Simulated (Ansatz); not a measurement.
An Ansatz (a program for electronic structure) run. Input:

Ansatz 0.2 input:
```yaml
crystal:
  lattice:
    - [0.0, 2.4963849906, 2.4963849906]
    - [2.4963849906, 0.0, 2.4963849906]
    - [2.4963849906, 2.4963849906, 0.0]
  atoms:
    - { symbol: Lu, position: [0.0, 0.0, 0.0] }
    - { symbol: H, position: [0.25, 0.25, 0.25] }
    - { symbol: H, position: [0.75, 0.75, 0.75] }
kpoints:
  mp_grid: { grid: [14, 14, 14] }
hamiltonian:
  xc: r2scan
  pseudopotentials: { kind: paw }
scf:
  occupations: { method: gaussian, width: 0.05 }
checkpoint: { read: metal.run }
output: { write_density: true, elf: true, volumetric_format: npy }
basis: { fft_grid_basis: typed }
```

Output (shortened):

```
Pseudopotentials: kind: paw
Pseudopotential: Lu, paw, valence charge 25
Pseudopotential: H, paw, valence charge 1
Functional definition: r2SCAN
Crystal: 3 atoms, lattice volume = 31.115 Å³
Basis set: ecut = 500 eV, 749 PW (Γ), exchange–correlation on 108×108×108 points (64 copies of the dense FFT grid, shifted against one another)
Bands: 22, of which v1, the nominal top of the filled ones, is band 14 counted from 1 (13 counted from 0)
Symmetry: 48 space group operations
Space group: Fm-3m (ITA 225), of the structure as read, at distance tolerance 3.1e-5 Å
k-points: 104 of 2744
PAW frozen core: Lu, regenerated for the run's functional
Initial density: read from a saved state, or passed on in memory by an earlier SCF of this step, an earlier step, the calling program or the single point that …
Stability of the state it starts from, as read at its close in the unpolarized treatment …
Initial wavefunctions: pseudopotential atomic-orbital guess
Eigensolver: davidson
Functional: x = r2scan, c = r2scan; τ floored in thin density (d = 2e-4 eV/Å³)
iter 1 solved again at ethr=1.59e-8 eV; its pass at ethr=3.10e-3 eV (dr2=4.29e-6 eV) is discarded
SCF iter   1: F=—  HF=-14777.889141 eV  |F-HF|=—  |Δ(HF+E_count)|=         —  Δρ=4.20e-7  dr2=1.72e-11  dr2_τ=2.24e-11  ethr=1.59e-8  ⟨swp⟩=4.0  Hψ=18280  notcnv=0
all-band conjugate gradients solve this SCF's bands
preconditioner: auto → none
SCF iter   2: F=-14777.889141 eV  HF=-14777.889141 eV  |F-HF|=9.09e-11  |Δ(HF+E_count)|=   1.49e-8  Δρ=4.72e-7  dr2=4.05e-11  dr2_τ=4.15e-12  ethr=1.00e-12  ⟨swp⟩=6.4  Hψ=9908  notcnv=0
SCF 1 converged in 2 iterations: F = -14777.889141 eV  dr2 = 4.05e-11
SCF converged after 2 iterations
Free energy (F): -14777.889141 eV
Harris-Foulkes:  -14777.889141 eV  (|F-HF|=9.09e-11)
Internal energy: -14777.888498 eV  (E = F + TS)
E sigma→0 (E₀):  -14777.888819 eV
Entropy (-TS):   -0.000643 eV (-0.214 meV/atom)
Fermi energy:    13.724635 eV
--- Per-component energies (eV) ---
  E_band       = -7.885280
  E_kinetic    = 450.415488
  E_local      = -6745.816936  (includes V_loc(G=0)·N_el)
  E_nonlocal   = 571.434798
  E_hartree    = 2828.738576
  E_xc         = -234.898965
  E_vxc        = -320.337143  (∫ρ·V_xc dr)
  E_paw        = -7384.179220  (= ΣΔE_a)
  E_vpaw       = 361.927575  (= ΣTr[D̂ρ^β])
  E_aug_tail   = -0.000983  (compensation charges beyond the density's cutoff)
  E_vtau       = 17.014140  (kinetic-family band-sum trace: ∫τ·v_τ [+ j·A + Jᵃ·Aᵃ] dr)
  E_ewald      = -4264.258779
  E_core_change = 0.677523  (= ΣΔE_core)
  E_smearing   = -0.000643  (= −TS)
  E_closure    = 0.000000  (closes the sum)
  Σ components = -14777.889141   (vs F -14777.889141, Δ=0.00e0)
  [band-id]    e_kinetic+e_local+e_nonlocal+2·e_hartree+e_vxc+e_vpaw+e_augmentation_tail+e_vtau = -7.885908   (vs E_band -7.885280, Δ=-6.28e-4)
--- Band table (eV; the first three rows and the last of 104) ---
  k-point 0: bands = ["-44.1778", "-14.0489", "-14.0489", "-14.0489", "3.7839", "8.2676", "8.6498", "8.6498", "8.6498", "8.7273", "8.7273", "8.7273", "12.8281", "15.3043", "15.3043", "15.3043", "18.3096", "18.3096", "24.1314", "26.7749", "26.7749", "26.7749"]
  k-point 1: bands = ["-44.1766", "-14.0738", "-14.0518", "-14.0518", "3.9086", "8.2645", "8.6489", "8.6521", "8.6521", "8.7231", "8.7231", "8.7274", "12.3061", "15.3752", "15.3752", "15.9725", "18.2183", "18.2183", "23.5283", "27.0755", "27.0755", "27.4392"]
  k-point 2: bands = ["-44.1731", "-14.1428", "-14.0601", "-14.0601", "4.2665", "8.2553", "8.6468", "8.6581", "8.6581", "8.7121", "8.7121", "8.7278", "11.4198", "15.5496", "15.5496", "17.2520", "18.0371", "18.0371", "22.6026", "27.8401", "27.9092", "27.9092"]
  k-point 103: bands = ["-44.1442", "-14.3972", "-14.3280", "-14.2095", "8.0813", "8.1588", "8.6507", "8.6593", "8.6609", "8.6861", "8.6896", "8.8775", "9.0348", "12.4380", "15.9712", "20.1378", "20.5388", "20.7021", "20.9556", "24.9228", "26.3619", "27.5012"]…
  band table: 22 of 22 bands, residual norms ≤ 1.0e-3 eV
```

Cost: around 5 core-seconds (rough) on shared cores.

The workflow started from an entry of the Crystallography Open Database (COD). Whether it is the stable phase at ambient conditions was not checked. Symmetry was held in the r²SCAN relaxation; whether a distortion lowers the energy is not shown. Scalar-relativistic: spin–orbit coupling is off unless named, which matters more the heavier the elements.

Potentials: the later of the program's two PAW sets.

Ansatz is a plane-wave DFT program.
